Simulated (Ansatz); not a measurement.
# Levels at Γ against strain in MgS

```
CELL_PARAMETERS angstrom
0.00000 2.60165 2.60165
2.60165 0.00000 2.60165
2.60165 2.60165 0.00000
ATOMIC_POSITIONS crystal
Mg 0.00000 0.00000 0.00000
S 0.50000 0.50000 0.50000
```

Atoms are numbered in the order listed.

The conventional cell has a = 5.203 Å, b = 5.203 Å, c = 5.203 Å, α = 90.00°, β = 90.00°, γ = 90.00°. Mg (atom 1) is surrounded by 6 S at 2.60 Å. S (atom 2) is surrounded by 6 Mg at 2.60 Å.

The cell comes from COD entry 9008672, which wasn't checked; take it as a given geometry.

Theory: DFT, LDA, all-electron LAPW, scalar-relativistic (Ansatz 0.2.0).

Numerical set-up: a Γ-centred 8×8×8 k mesh, Fermi–Dirac smearing of 0.01 eV, basis error target 0.25 meV/atom, no spin polarisation.

The strain is applied along the Cartesian axes of the cell as listed (the other components stay zero). Fractional coordinates are held (clamped ions).

Only quantities that a quadratic follows smoothly over the whole series are listed; rougher ones are left out.

```
    εzz  direct gap at Γ, from the mean of the top three filled levels (eV)  singlet less doublet of the top filled triplet at Γ (eV)
-0.0300                                                               3.725                                                    -0.143
-0.0100                                                               3.562                                                    -0.046
 0.0000                                                               3.483                                                     0.000
 0.0100                                                               3.406                                                     0.044
 0.0200                                                               3.331                                                     0.085
 0.0300                                                               3.259                                                     0.125
```

Fit the series and give the slopes at zero strain.

Least-squares fits y = p0 + p1 x + p2 x² to the rows give direct gap at Γ, from the mean of the top three filled levels (eV): p1 = -7.77, p2 = 10; singlet less doublet of the top filled triplet at Γ (eV): p1 = 4.47, p2 = -10. Without spin–orbit coupling the singlet lies 3b(εzz − εxx) above the doublet in the usual convention, so the shear deformation potential is b = 1.49 eV.

One run, at εzz = -0.0200, is withheld. Predict its row.

The fits give 3.642, -0.093; the run gave 3.642, -0.094.
